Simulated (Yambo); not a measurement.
Yambo input for a free-standing PtSe₂ monolayer (symmetry P-3m1, slab cell 15.6 Å high) (a = b = 3.7100 Å, c = 15.6000 Å, α = β = 90.00°, γ = 120.00°), on norm-conserving PBE (stringent potentials; Quantum ESPRESSO, 104 Ry, scalar-relativistic) wavefunctions on a 24×24×1 mesh:

```
rim_cut
optics
chi
dipoles
kernel
RandQpts= 1000000
RandGvec= 2 Ry
CUTGeo= "slab z"
FFTGvecs= 30 Ry
Chimod= "HARTREE"
NGsBlkXd= 2 Ry
% QpntsRXd
 1 | 1 |
%
% BndsRnXd
 23 | 67 |
%
GrFnTpXd= "R"
% EnRngeXd
 0.0 | 20.0 | eV
%
% DmRngeXd
 0.2 | 0.2 | eV
%
CGrdSpXd= 50
ETStpsXd= 161
% LongDrXd
 1.0 | 0.0 | 0.0 |
%
```

First lines of the file o-*.alpha_q1_inv_rpa_dyson:

```
Polarizability  ( -<<X>> ) @ Q(1):   1.00000000     0.00000000     0.00000000    [q->0 direction]
#
# Polarizability units: length
#
# [ X ] Hartree size     :   79
# [GEN] GF Energies     : Perdew, Burke & Ernzerhof(X)+Perdew, Burke & Ernzerhof(C)
# [GEN] Green`s Function     : Retarded
#
# [GEN] Gauge     : Length
# [GEN] [r,Vnl] included     : yes
#
#    E[1] [eV]     Im(alpha)     Re(alpha)     Im(alpha_o)     Re(alpha_o)
#
     0.000000     -0.768237E-8     14.35122     -0.23404E-16     15.88033
     0.125000     0.126372     14.38895     0.144302     15.92339
     0.250000     0.258766     14.50378     0.295562     16.05446
     0.375000     0.404024     14.70083     0.461688     16.27945
     0.500000     0.570855     14.98928     0.652756     16.60898
     0.625000     0.771435     15.38358     0.882879     17.05973
     0.750000     1.024195     15.90532     1.173443     17.65666
     0.875000     1.359124     16.58634     1.559298     18.43663
     1.000000     1.828736     17.47331     2.101558     19.45366
     1.125000     2.532721     18.63276     2.916399     20.78482
     1.250000     3.677592     20.14638     4.244811     22.52458
     1.375000     5.718630     22.02933     6.618861     24.68918
     1.500000     9.510347     23.75031     11.04037     26.65402
     1.625000     15.22493     23.33825     17.71881     26.08465
     1.750000     20.48012     19.26499     23.76143     21.12681
     1.875000     22.46201     13.06503     25.71740     13.81220
     2.000000     20.91064     7.759783     23.63489     7.928078
     2.125000     18.25034     5.174146     20.61293     5.202778
     2.250000     16.16254     3.962125     18.34173     3.935148
     2.375000     14.52439     3.622246     16.68701     3.563941
     2.500000     13.84031     3.785904     16.14495     3.546212
     2.625000     14.03170     3.458145     16.39362     2.736220
     2.750000     14.16325     2.318086     16.21114     1.034054
     2.875000     13.63046     0.850009     15.06209     -0.710117
     3.000000     12.40854     -0.411386     13.25308     -1.857522
     3.125000     10.83352     -0.711362     11.41870     -1.863820
     3.250000     9.894743     -0.541080     10.36772     -1.523379
     3.375000     9.263123     -0.267264     9.694547     -1.129856
     3.500000     9.153705     -0.112397     9.523144     -0.964426
     3.625000     9.086402     -0.438108     9.328713     -1.253528
     3.750000     8.712975     -0.925310     8.840503     -1.663713
```
(The file goes on to the top of the energy range; α is in bohr.) Convergence of the RPA response with its 24×24×1 mesh was not tested.

Spin-orbit coupling is not included.

Geometry relaxed with PBE+D3(BJ).
